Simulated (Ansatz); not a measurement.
Data:

SiNi$_{6}$Ge:
```
CELL_PARAMETERS angstrom
      3.49874     0.00000     0.00000
      0.00000     3.49874     0.00000
      0.00000     0.00000     6.99847
ATOMIC_POSITIONS crystal
  Si 0.00000 0.00000 0.50000
  Ni 0.50000 0.50000 0.00000
  Ni 0.50000 0.50000 0.50000
  Ni 0.50000 0.00000 0.25674
  Ni 0.50000 0.00000 0.74326
  Ni 0.00000 0.50000 0.25674
  Ni 0.00000 0.50000 0.74326
  Ge 0.00000 0.00000 0.00000
```

This is the r²SCAN-relaxed structure.

All from plane-wave PAW r²SCAN (Ansatz code), unless another level is named. Predict the electronic character.

metallic (no gap).

Next, the formation energy from the elements (no fitted shifts)?

-0.34 eV/atom.

And the density of states at the Fermi level?

0.55 states/eV per atom (mean over ±0.08 eV).

Space group P4/mmm. The workflow started from a Materials Project entry (that database holds measured and hypothetical structures alike); the Crystallography Open Database copy checked does not list it. With Si and Ge taken as one species the cell has the higher symmetry Pm-3m, so it may be an ordered model of a mixed-site phase. Whether it is the stable phase at ambient conditions was not checked. The cell was relaxed with r²SCAN under the symmetry of its start; whether a distortion lowers the energy is not shown. The run is not spin-polarised. The references are the lowest solids computed at this level, not always the standard phases. Scalar-relativistic: spin–orbit coupling is off unless named, which matters more the heavier the elements.

Potentials: the later of the program's two PAW sets.
